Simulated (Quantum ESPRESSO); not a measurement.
**Band energies of Ag2S**

```
CELL_PARAMETERS angstrom
      4.22178     0.00000     0.00000
      0.00000     7.40480     0.00000
     -1.57213     0.00000     3.93090
ATOMIC_POSITIONS crystal
  S  0.72751 0.25000 0.28478
  S  0.27249 0.75000 0.71522
  Ag 0.11389 0.25000 0.89597
  Ag 0.88611 0.75000 0.10403
  Ag 0.50000 0.00000 0.50000
  Ag 0.50000 0.50000 0.50000
```

norm-conserving PBEsol (Quantum ESPRESSO, 82 Ry, scalar-relativistic); path ΓYHCEM1AXH1,MDZ,YD; energies in eV from the valence-band maximum.

| k (1/Å) | point | band 40 | band 41 | band 42 | band 43 | band 44 | band 45 | band 46 | band 47 |
|---|---|---|---|---|---|---|---|---|---|
| 0.00 | Γ | -2.10 | -1.07 | -0.85 | -0.45 | -0.03 | 1.10 | 1.49 | 4.99 |
| 0.40 |  | -2.03 | -1.38 | -1.25 | -0.71 | -0.09 | 2.06 | 2.69 | 4.02 |
| 0.80 | Y | -1.80 | -1.71 | -1.22 | -0.46 | 0.00 | 2.26 | 2.63 | 3.17 |
| 1.07 |  | -2.03 | -1.60 | -1.38 | -0.98 | -0.41 | 2.23 | 3.56 | 4.09 |
| 1.34 | H | -2.61 | -1.85 | -1.61 | -1.33 | -0.28 | 2.21 | 3.43 | 3.74 |
| 1.34 | C | -2.37 | -2.14 | -2.12 | -0.65 | -0.42 | 1.38 | 2.31 | 2.61 |
| 1.77 | E | -2.27 | -1.29 | -1.29 | -1.23 | -1.23 | 2.33 | 2.33 | 3.73 |
| 1.95 |  | -2.38 | -1.51 | -1.51 | -0.97 | -0.97 | 2.84 | 2.84 | 3.79 |
| 2.13 | M1 | -2.49 | -1.70 | -1.70 | -0.66 | -0.66 | 3.49 | 3.49 | 3.73 |
| 2.49 |  | -2.30 | -1.30 | -1.30 | -0.36 | -0.36 | 1.95 | 1.95 | 4.71 |
| 2.67 | A | -2.38 | -1.10 | -1.10 | -0.20 | -0.20 | 1.58 | 1.58 | 4.56 |
| 2.88 |  | -2.07 | -1.32 | -1.15 | -0.37 | -0.07 | 1.61 | 2.33 | 4.02 |
| 3.09 | X | -1.84 | -1.76 | -1.18 | -0.43 | -0.02 | 2.38 | 2.59 | 3.29 |
| 3.45 |  | -2.24 | -1.57 | -1.45 | -1.35 | -0.35 | 2.26 | 3.84 | 4.19 |
| 3.63 | H1 | -2.61 | -1.85 | -1.61 | -1.33 | -0.28 | 2.21 | 3.43 | 3.74 |
| 3.63 | M | -2.49 | -1.70 | -1.70 | -0.66 | -0.66 | 3.49 | 3.49 | 3.73 |
| 4.04 |  | -2.32 | -1.23 | -1.23 | -0.32 | -0.32 | 1.85 | 1.85 | 4.72 |
| 4.17 | D | -2.38 | -1.12 | -1.12 | -0.22 | -0.22 | 1.63 | 1.63 | 4.59 |
| 4.44 |  | -2.28 | -1.13 | -1.13 | -0.29 | -0.29 | 2.14 | 2.14 | 4.37 |
| 4.71 |  | -2.45 | -0.89 | -0.89 | -0.20 | -0.20 | 2.41 | 2.41 | 3.96 |
| 4.97 | Z | -2.65 | -0.43 | -0.43 | -0.18 | -0.18 | 1.80 | 1.80 | 4.29 |
| 4.97 | Y | -1.80 | -1.71 | -1.22 | -0.46 | 0.00 | 2.26 | 2.63 | 3.17 |
| 5.40 | D | -2.38 | -1.12 | -1.12 | -0.22 | -0.22 | 1.63 | 1.63 | 4.59 |

The PBEsol gap is indirect, 1.10 eV, from Y to Γ; the smallest direct gap is 1.13 eV.

Spin-orbit splittings are left out.

Geometry of the Materials Project entry, not relaxed at this level.

The structure is a Materials Project entry; no match was found in the copy of COD used, and its stability was not checked.
